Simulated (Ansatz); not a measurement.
Crystals of one structure type (bcc (W type)), relaxed and computed with plane-wave PAW r²SCAN (Ansatz code).

```tsv
crystal	a (Å)	spin order and moments (μB)
Li	3.477	not spin-polarised
K	5.346	not spin-polarised
V	2.982	moments vanished
Cr	2.959	antiferromagnetic; net 0.00 per atom; largest site about 2.8
Rb	5.747	not spin-polarised
Nb	3.302	not spin-polarised
Cs	6.268	not spin-polarised
Ta	3.305	not spin-polarised
```

Spin orders computed, not proven ground states: Cr, bcc (W type) antiferromagnetic. Began spin-polarised and lost the moments: V, bcc (W type). All cells were relaxed under the symmetry of their starts (and spin orders); stability against distortions was not tested throughout. Rows with no word on spin ran without spin polarisation. Spin–orbit coupling is left out wherever it is not named.

Potentials: the later of the program's two PAW sets.
